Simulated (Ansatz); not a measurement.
## SrSiH6 in 8 trial structures

SrSiH6 was placed in 8 structures, borrowed from other compounds or built from prototypes, and relaxed with PBEsol and then r2SCAN+rVV10 in the plane-wave code Ansatz, symmetry kept. Energies are static, from a final single point; gaps are the least over its mesh and special points. Simulated, non-magnetic, generated structures, which need not be known phases.

```json
{"start": "MgTiF6 type (No. 148)", "ends in": "R-3m", "volume (Å³/atom)": "9.46", "energy, r2SCAN+rVV10 (meV/atom)": "33", "gap, r2SCAN+rVV10 (eV)": "1.75", "shaken (PBEsol)": "falls 16 meV"}
{"start": "TaNbAl6 type (No. 123)", "ends in": "P4/mmm", "volume (Å³/atom)": "7.88", "energy, r2SCAN+rVV10 (meV/atom)": "642", "gap, r2SCAN+rVV10 (eV)": "metal", "shaken (PBEsol)": "falls 412 meV"}
{"start": "KCrF6 type (No. 148)", "ends in": "R-3", "volume (Å³/atom)": "9.41", "energy, r2SCAN+rVV10 (meV/atom)": "0", "gap, r2SCAN+rVV10 (eV)": "2.60", "shaken (PBEsol)": "returns (8 atoms)"}
{"start": "MgZrF6 type (No. 225)", "ends in": "Fm-3m", "volume (Å³/atom)": "14.95", "energy, r2SCAN+rVV10 (meV/atom)": "170", "gap, r2SCAN+rVV10 (eV)": "2.53", "shaken (PBEsol)": "falls 143 meV"}
{"start": "AlSiNi6 type (No. 123)", "ends in": "P4/mmm", "volume (Å³/atom)": "8.44", "energy, r2SCAN+rVV10 (meV/atom)": "704", "gap, r2SCAN+rVV10 (eV)": "metal", "shaken (PBEsol)": "falls 437 meV"}
{"start": "TiCuF6 type (No. 2)", "ends in": "P-1", "volume (Å³/atom)": "9.88", "energy, r2SCAN+rVV10 (meV/atom)": "21", "gap, r2SCAN+rVV10 (eV)": "2.01", "shaken (PBEsol)": "returns (8 atoms)"}
{"start": "LaYMg6 type (No. 38)", "ends in": "Amm2", "volume (Å³/atom)": "9.04", "energy, r2SCAN+rVV10 (meV/atom)": "593", "gap, r2SCAN+rVV10 (eV)": "metal", "shaken (PBEsol)": "falls 480 meV"}
{"start": "LaAlH6 type (No. 166)", "ends in": "R-3m", "volume (Å³/atom)": "9.60", "energy, r2SCAN+rVV10 (meV/atom)": "3", "gap, r2SCAN+rVV10 (eV)": "2.44", "shaken (PBEsol)": "falls 6 meV"}
```
Energies count from the lowest cell; the last column tells what a randomly displaced small cell does when relaxed without symmetry, which tests only the distortions that fit it.

The two lowest cells, from KCrF6 type (No. 148) and LaAlH6 type (No. 166), differ by 3 meV an atom, too little for a functional to decide. With PBEsol some shaken cells land within 15 meV an atom of the lowest symmetric one. Other structures, not tried here, could lie lower.

The cells shaken are PBEsol's, whose volumes can differ from those tabled by ten per cent. The falls are PBEsol's, in meV an atom on the shaken cell's own mesh; a cell that falls isn't a minimum, and its place in the table may change once it distorts.

The cells in order of energy (the first three):
- KCrF6 type (No. 148): R-3, 9.41 Å³ an atom. Sr has 12 H at 2.51–2.52 Å; Si has 6 H at 1.59 Å; H has 1 Si at 1.59 Å and 2 Sr at 2.51–2.52 Å.
- LaAlH6 type (No. 166): R-3m, 9.60 Å³ an atom. Sr is surrounded by 12 H at 2.50–2.51 Å; Si is surrounded by 6 H at 1.59 Å; H is surrounded by 1 Si at 1.59 Å and 2 Sr at 2.50–2.51 Å.
- TiCuF6 type (No. 2): P-1, 9.88 Å³ an atom. Sr is surrounded by 12 H at 2.48–2.60 Å; Si is surrounded by 6 H at 1.58–1.62 Å; H is surrounded by 1 Si at 1.58 Å and 2 Sr at 2.50–2.58 Å; H is surrounded by 1 Si at 1.58 Å and 2 Sr at 2.51–2.60 Å; H is surrounded by 1 Si at 1.62 Å and 2 Sr at 2.48–2.52 Å.

The lowest symmetric cell:
```xyz
8
Lattice="3.2421 1.8718 2.0676 -3.2421 1.8718 2.0676 0.0000 -3.7436 2.0676" Properties=species:S:1:pos:R:3 pbc="T T T"
Sr    0.0000    0.0000    0.0000
Si    0.0000    0.0000    3.1015
H     0.9252    0.8816    2.1546
H     0.3009   -1.2420    2.1546
H     1.2261   -0.3604    4.0484
H    -0.3009    1.2420    4.0484
H    -0.9252   -0.8816    4.0484
H    -1.2261    0.3604    2.1546
```

The runs are scalar-relativistic, without spin-orbit coupling.
